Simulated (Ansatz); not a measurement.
Li2S:
```cif
data_Li8S4
_chemical_formula_sum 'Li8 S4'
_space_group_name_H-M_alt 'Fm-3m'
_space_group_IT_number 225
_space_group_name_Hall '-F 4 2 3'
_cell_length_a 5.70564
_cell_length_b 5.70564
_cell_length_c 5.70564
_cell_angle_alpha 90.000
_cell_angle_beta 90.000
_cell_angle_gamma 90.000
loop_
_atom_site_label
_atom_site_type_symbol
_atom_site_symmetry_multiplicity
_atom_site_Wyckoff_symbol
_atom_site_fract_x
_atom_site_fract_y
_atom_site_fract_z
_atom_site_occupancy
Li1 Li 8 c 0.25000 0.25000 0.25000 1
S1 S 4 a 0.00000 0.00000 0.00000 1
```
(The calculation used a cell of 3 atoms; values per cell refer to that cell.)

Relaxed with PBE. 

HSE06 on this cell (Ansatz, an electronic-structure program, PAW) gives a gap of 4.34 eV. What does PBE give?

3.39 eV.

Cost on shared cores: the PBE run (SCF on a 8×8×8 mesh, then bands and DOS) about 7 core-seconds (a rough figure), the HSE06 run (SCF on 6×6×6, then a few points) very roughly 100 core-seconds; the tasks are unlike.

The PBE relaxation kept the symmetry of its start.

Potentials: the later of the program's two PAW sets.

Ansatz is a plane-wave DFT program.
